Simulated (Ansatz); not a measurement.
BeTe (zinc blende, space group No. 216), plane-wave PAW PBE (Ansatz code): ε∞ = 7.41, cell volume 45.42 Å³. Infrared-active transverse modes:

| ω_TO (cm⁻¹) | oscillator strength S_xx (e²/amu) |
|---|---|
| 453.9 | 0.2201 |

Task: Compute the static dielectric constant.

Result: Each mode adds (4.921e7/V) S/ω²: 1.16. So ε0 = 8.57.

Task: What LO frequency does the Lyddane–Sachs–Teller relation give?

Result: ω_LO = ω_TO √(ε0/ε∞) = 488 cm⁻¹.

Space group F-43m (zinc blende). Symmetry was held in the PBE relaxation; of distortions, only those at the zone centre were tested. Spin–orbit coupling is left out wherever it is not named.

Potentials: the later of the program's two PAW sets.
